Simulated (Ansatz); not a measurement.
Surface calculation: fcc Ag (110), 5 layers

The slab is cut from the fcc crystal, the stable phase, as relaxed on PAW files (17.85 Å³/atom), with 16 Å of vacuum and a dipole correction:

```
CELL_PARAMETERS angstrom
2.93339 0.00000 0.00000
0.00000 4.14844 0.00000
0.00000 0.00000 21.86680
ATOMIC_POSITIONS crystal
Ag 0.00000 0.00000 0.36585
Ag 0.50000 0.50000 0.43293
Ag 0.00000 0.00000 0.50000
Ag 0.50000 0.50000 0.56707
Ag 0.00000 0.00000 0.63415
```

Computed with Ansatz 0.2.0; functional PBE, scalar-relativistic. Settings: a Γ-centred 14×10×1 k mesh, Fermi–Dirac smearing of 0.08 eV, no spin polarisation. Methods: LAPW: all electrons, basis error target 1 meV/atom; PAW: frozen-core files, cutoff 420 eV.

The bulk energy comes from a cell in the slab's orientation on a 14×10×14 mesh. The surface energy is (E(slab) − N·E(bulk))/2A at zero smearing, the mean of both faces; thin slabs carry quantum-size effects.

Task: As cut, the LAPW slab lies 1.373 eV above 5 atoms of bulk. What surface energy is that?

Result: Over two faces of 12.17 Å² it is 56.4 meV/Å², and times 16.02 J/m² per eV/Å² that gives γ = 0.904 J/m².

```csv
method,γ as cut (J/m²),γ relaxed (J/m²),Φ as cut (eV),Φ relaxed (eV)
LAPW,0.904,?,4.19,4.22
```

Task: Give the missing entry: row "LAPW", column "γ relaxed (J/m²)".

Result: 0.883.

Task: How do the spacings between the planes relax?

Result: From the bottom face up: d12 -8.2 % of 1.467 Å, d23 +3.0 % of 1.467 Å, d34 +3.0 % of 1.467 Å, d45 -8.2 % of 1.467 Å.

Task: A field of 0.1 V/Å is applied along the normal, atoms held. What follows?

Result: LAPW finds an induced dipole of 0.0576 e·Å a cell (PAW 0.0576), that is 8.56 Å for 4πα over the area, against 5.71 Å between the outer atoms.

Task: What changes if the images along the normal are cut off in place of the dipole correction?

Result: LAPW then gives: no gap, work function 4.22 eV; PAW: no gap, work function 4.22 eV.

Task: A 3d core hole is made on one atom of each kind in every 1×1 cell (PAW hole dataset, neutral cell, valence without spin). What does it cost by layer?

Result: layer 1 367.77 eV, layer 2 367.92 eV, layer 3 367.94 eV. Shifts between layers mean more than the absolute values, and a whole layer of holes screens otherwise than one hole.

Task: In the relaxed 1×1 cell, replace the outer, then the middle Ag by Cd, which changes a whole layer. What shift does this Z+1 picture give?

Result: E(outer) − E(middle) = -0.17 eV by LAPW and -0.17 eV by PAW; a positive value puts the surface line at higher binding energy.
